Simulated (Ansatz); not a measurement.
Values for one crystal, relaxed and computed with the program Ansatz at the r²SCAN level (PAW); other levels are named.

| Property | Value |
|---|---|
| Volume per atom | 25.15 Å³ |
| Electronic character | metallic (no gap) |
| Formation energy from the elements (no fitted shifts) | -0.42 eV/atom |
| Density of states at the Fermi level | 0.17 states/eV per atom (mean over ±0.08 eV) |

Q: Which compound is it?
A. CdTe, rock salt
B. LaNi2Ge2, I4/mmm (La on 2a, Ni on 4d, Ge on 4e)
C. BaCd2Ge2, I4/mmm (Ge on 4e, Cd on 4d, Ba on 2a)
D. GePd2, P-62m (Ge on 2c, Ge on 1b, Pd on 3g, Pd on 3f)

A: C, BaCd2Ge2, I4/mmm (Ge on 4e, Cd on 4d, Ba on 2a)

The workflow started from an entry of the Crystallography Open Database (COD, 298 K). Its standing as an ambient phase is unchecked. The cell was relaxed with r²SCAN under the symmetry of its start; its stability against distortions is not shown here. The references are the lowest solids computed at this level, not always the standard phases. Scalar-relativistic: spin–orbit coupling is off unless named, which matters more the heavier the elements.

Potentials: the later of the program's two PAW sets.
